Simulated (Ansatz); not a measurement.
A generated cell, not matched to a known phase here, of TiRu$_{2}$: Cmcm (No. 63), oS12; a = 3.596 Å, b = 12.083 Å, c = 3.952 Å, α = β = γ = 90.00°; Ru 4c (0.000, 0.089, 0.250); Ru 4c (0.000, 0.250, 0.750); Ti 4c (0.000, 0.411, 0.250). Computed with r2SCAN (plane waves to 500 eV, PAW, scalar-relativistic; Ansatz, a first-principles code). Element references, the lowest calculated here: Ru (P6₃/mmc), Ti (P6/mmm, not the ambient form).

### Question
Estimate the formation energy of this Cmcm form of TiRu2 from the elements that r2SCAN returns for this input.

### Answer
-0.26 eV/atom.

A lower structure of this composition may exist, and whether it forms at all is not checked here.

Static energies, no anion corrections, no zero-point energy. Values are rounded to 0.01 eV/atom. Not shown to be the ambient phase of their composition (a lower form may be missing, and a cell relaxed within its start's symmetry can be a saddle point): TiRu2 (Cmcm). The compounds carry no spin polarisation.
